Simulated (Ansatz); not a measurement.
**Yb₂VH₆ in Ansatz, relaxation**

Launch command:

```bash
ansatz run input.yaml --threads 2 --pin off --max-ram 4096MiB --backend cpu --events-out ev --progress --plain --runs-dir out
```

Input:

```yaml
crystal:
  lattice:
    - [5.15777469, 0.0, 0.0]
    - [-2.57888734, 4.46676666, 0.0]
    - [0.0, 0.0, 3.84089579]
  atoms:
    - { symbol: Yb, position: [0.3333, 0.6667, 0.2641] }
    - { symbol: Yb, position: [0.6667, 0.3333, 0.7359] }
    - { symbol: V, position: [0.0, 0.0, 0.0] }
    - { symbol: H, position: [0.8221, 0.1779, 0.243] }
    - { symbol: H, position: [0.8221, 0.6442, 0.243] }
    - { symbol: H, position: [0.3558, 0.1779, 0.243] }
    - { symbol: H, position: [0.1779, 0.8221, 0.757] }
    - { symbol: H, position: [0.6442, 0.8221, 0.757] }
    - { symbol: H, position: [0.1779, 0.3558, 0.757] }
kpoints:
  mp_grid: { grid: [4, 4, 5], shift: [0, 0, 0] }
magnetization:
  spin_polarized: true
scf:
  occupations: { method: fermi_dirac }
  lower_state_search: "off"
hamiltonian:
  pseudopotentials: { kind: paw }
  xc: pbe
basis:
  ecutwfc: 420
  fft_grid_basis: typed
relax:
  max_steps: 40
  cell: { p_target: 0.0 }
  f_tol: 0.03
output:
  forces: true
  stress: true
  eigenvalues: true
  bader: true
  populations: true
  elf: true
  write_potential: true
  volumetric_format: npy
  dos:
    e_range: [-12, 8]
    de: 0.05
    projected: { site_lists: { H: [H], V: [V], Yb: [Yb] } }
  write_density: true
checkpoint:
  read: saved_state
```

Origin of the cell: a known structure type with other elements, at an estimated volume, so it need not be a known compound.

The smearing width isn't typed, so it takes its default of 0.1 eV.

The saved state is a converged single point of the same cell, with its larger moments on V3 up.

Steps («new basis» is an SCF on plane waves selected anew at the same cell):

| step | ΔF (meV/atom) | max force component (eV/Å) | P (GPa) | volume (Å³) | SCF iterations | step was |
| --- | --- | --- | --- | --- | --- | --- |
| 1 | 0.0 | 0.175 | -1.19 | 88.49 | 10 | accepted |
| 2 | 18.6 | 0.381 | 1.89 | 84.65 | 16 | rejected |
| 3 | -5.3 | 0.052 | -0.11 | 87.23 | 19 | accepted |
| 4 | -5.4 | 0.005 | 0.06 | 87.15 | 10 | accepted |
| 5 | -5.4 | 0.003 | 0.01 | 87.27 | 9 | accepted |
| 6 | -5.4 | 0.002 | 0.00 | 87.28 | 9 | accepted |
| 7 | -5.2 | 0.002 | -0.01 | 87.28 | 9 | new basis |

Step 1, with forces in eV/Å:

```xyz
9
Lattice="5.158 0.000 0.000 -2.579 4.467 0.000 0.000 0.000 3.841" Properties=species:S:1:pos:R:3:forces:R:3 pbc="T T T" step=1
Yb    0.000    2.978    1.014    0.001   -0.001   -0.175
Yb    2.579    1.489    2.827   -0.001    0.001    0.175
V     0.000    0.000    0.000    0.000    0.000    0.000
H     3.781    0.795    0.933   -0.066    0.038   -0.153
H     2.579    2.877    0.933    0.000   -0.076   -0.153
H     1.376    0.795    0.933    0.066    0.038   -0.153
H    -1.203    3.672    2.908    0.066   -0.038    0.153
H     1.203    3.672    2.908   -0.066   -0.038    0.153
H     0.000    1.589    2.908    0.000    0.076    0.153
```

Step 3, with forces in eV/Å:

```xyz
9
Lattice="5.095 0.000 0.000 -2.547 4.412 0.000 0.000 0.000 3.881" Properties=species:S:1:pos:R:3:forces:R:3 pbc="T T T" step=3
Yb    0.000    2.941    1.016    0.001   -0.001   -0.052
Yb    2.547    1.470    2.864   -0.001    0.001    0.052
V     0.000    0.000    0.000    0.000    0.000    0.000
H     3.707    0.801    0.897    0.011   -0.006   -0.006
H     2.547    2.810    0.897    0.000    0.013   -0.006
H     1.387    0.801    0.897   -0.011   -0.006   -0.006
H    -1.160    3.611    2.984   -0.011    0.006    0.006
H     1.160    3.611    2.984    0.011    0.006    0.006
H     0.000    1.602    2.984    0.000   -0.013    0.006
```

Step 7, with forces in eV/Å:

```xyz
9
Lattice="5.087 0.000 0.000 -2.543 4.405 0.000 0.000 0.000 3.895" Properties=species:S:1:pos:R:3:forces:R:3 pbc="T T T" step=7
Yb    0.000    2.937    1.009    0.000    0.000    0.000
Yb    2.543    1.468    2.886    0.000    0.000    0.000
V     0.000    0.000    0.000    0.000    0.000    0.000
H     3.703    0.799    0.901    0.002   -0.001   -0.001
H     2.543    2.808    0.901    0.000    0.002   -0.001
H     1.383    0.799    0.901   -0.002   -0.001   -0.001
H    -1.160    3.607    2.994   -0.002    0.001    0.001
H     1.160    3.607    2.994    0.002    0.001    0.001
H     0.000    1.597    2.994    0.000   -0.002    0.001
```

```
Free energy lowered by                                                                 : 5.2 meV/atom
Volume change                                                                          : -1.37 %
Final pressure                                                                         : -0.01 GPa
Relaxation steps listed                                                                : 7
Formation energy (elements under the same functional, gases as molecules, uncorrected) : -0.360 eV/atom
Gap on the mesh                                                                        : none (metal)
Site moments at the end (small spheres, which read low)                                : V3 +1.4 μB
Total moment                                                                           : 2.64 μB
```

Caveats: f shells without a U or exact exchange are poorly placed; no spin-orbit coupling, though heavy elements are present; the k mesh is coarse if the cell is a metal; the relaxation held the start's symmetry, so the end may be a saddle point.

The run took 91 s on 2 threads of Arm Neoverse V2 (shared host), peak memory 0.52 GiB, from a saved density.
